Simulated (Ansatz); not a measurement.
## Bi$_{2}$S$_{3}$, first-principles data

Bi2S3:
```
Bi2S3
1.0
    4.05633     0.00000     0.00000
   -2.02817     3.51289     0.00000
    0.00000     0.00000    10.39919
Bi S
2 3
Cartesian
  0.00000   2.34192   1.87865
  2.02817   1.17096   8.52053
  0.00000   0.00000   0.00000
  0.00000   2.34192   7.08525
  2.02817   1.17096   3.31394
```

Space group P-3m1 (No. 164), La2O3 or Ni2Al3 type; conventional cell a = b = 4.056 Å, c = 10.399 Å, α = β = 90.00°, γ = 120.00°.

Method: PBE (plane waves, PAW; program Ansatz). The cell and atoms are relaxed at this level. Other levels are named where they apply.

**Cell and energy**

```yaml
volume_per_atom: 29.64 Å³
density: 5.76 g/cm³
Formation energy from the elements (no fitted shifts): -0.36 eV/atom
```

**Electronic structure**

```yaml
band_gap: 1.05 eV (indirect)
valence_band_maximum: off the standard path, at k = (-0.010, 0.203, 0.391) in fractions of the reciprocal vectors
conduction_band_minimum: at Γ
smallest_direct_gap_on_the_standard_path: 1.21 eV
electron_effective_mass: 0.15 along x (mₑ)
```

The cell is a constructed one: a structure type filled with these elements; neither database checked (COD, Materials Project) lists it. COD files the formula under space group No. 62. Its standing as an ambient phase is unchecked. The cell was relaxed with PBE under the symmetry of its start; whether a distortion lowers the energy is not shown. The references are the lowest solids computed at this level, not always the standard phases. Scalar-relativistic: spin–orbit coupling is off unless named, which matters more the heavier the elements.

Potentials: the later of the program's two PAW sets.
